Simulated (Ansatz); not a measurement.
Data:

SiMo3 (A15 (Cr3Si type), space group No. 223), a = b = c = 4.8326 Å, α = β = γ = 90.00°.

This is the LDA-relaxed structure.

Problem. All from DFT-LDA in the program Ansatz with PAW potentials, unless another level is named. Give the electronic character.

Solution. metallic (no gap).

Problem. And the density of states at the Fermi level?

Solution. 0.42 states/eV per atom (mean over ±0.08 eV).

Problem. And the formation energy from the elements (no fitted shifts)?

Solution. -36 kJ/mol-atom.

Space group Pm-3n (A15 (Cr3Si type)). The LDA relaxation kept the symmetry of its start; of distortions, only those at the zone centre were tested. No spin polarisation was allowed. The references are the lowest solids computed at this level, not always the standard phases. Spin–orbit coupling is left out wherever it is not named.

Potentials: the later of the program's two PAW sets.
